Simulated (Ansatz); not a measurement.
P2W:
```
CELL_PARAMETERS angstrom
      1.57458    -5.56685     0.00000
      1.57458     5.56685     0.00000
      0.00000     0.00000     4.95543
ATOMIC_POSITIONS crystal
  P  0.07009 0.92991 0.38277
  P  0.92991 0.07009 0.88277
  P  0.79703 0.20297 0.20056
  P  0.20297 0.79703 0.70056
  W  0.40685 0.59315 0.49967
  W  0.59315 0.40685 0.99967
```

Relaxed with PBEsol. Special points in fractions of this cell's reciprocal vectors: Γ (0.000, 0.000, 0.000); Y (-0.500, 0.500, 0.000); C0 (-0.270, 0.730, 0.000); Σ0 (0.270, 0.270, 0.000); Z (0.000, 0.000, 0.500); A0 (0.270, 0.270, 0.500); E0 (-0.270, 0.730, 0.500); T (-0.500, 0.500, 0.500); S (0.000, 0.500, 0.000); R (0.000, 0.500, 0.500).

List the band energies nearest the Fermi level at these points for PBEsol in the plane-wave PAW code Ansatz.

In eV from the Fermi level; about four levels below and three above (degenerate sets whole), none deeper than 8.9 eV; points with the same levels are listed once.

```csv
k,below,above
Γ,-2.17 -1.58 -1.28 -0.92,0.27 1.32 1.34
Y,-1.44 -1.20 -0.76 -0.15,0.50 1.01 2.25
C0,-3.37 -3.23 -2.42 -1.99,0.07 1.39 2.02
Z,-1.18 -1.18 -0.21 -0.21,0.95 0.95 1.96 1.96
A0,-3.25 -3.25 -1.28 -1.28,1.82 1.82 2.66 2.66
T,-1.81 -1.81 -1.18 -1.18,0.99 0.99 2.79 2.79
S,-3.72 -3.04 -2.80 -1.68,0.17 1.05 2.32
R,-3.38 -3.38 -1.09 -1.09,1.26 1.26 2.69 2.69
```

Space group Cmc2_1. The first step of the workflow began from a Materials Project structure, measured or hypothetical; the Crystallography Open Database files this formula in space group No. 36, but the cells were not matched. Whether it is the stable phase at ambient conditions was not checked. The PBEsol relaxation kept the symmetry of its start; of distortions, only those at the zone centre were tested. The run is not spin-polarised. Scalar-relativistic: spin–orbit coupling is off unless named, which matters more the heavier the elements.

Potentials: the earlier of the program's two PAW sets.
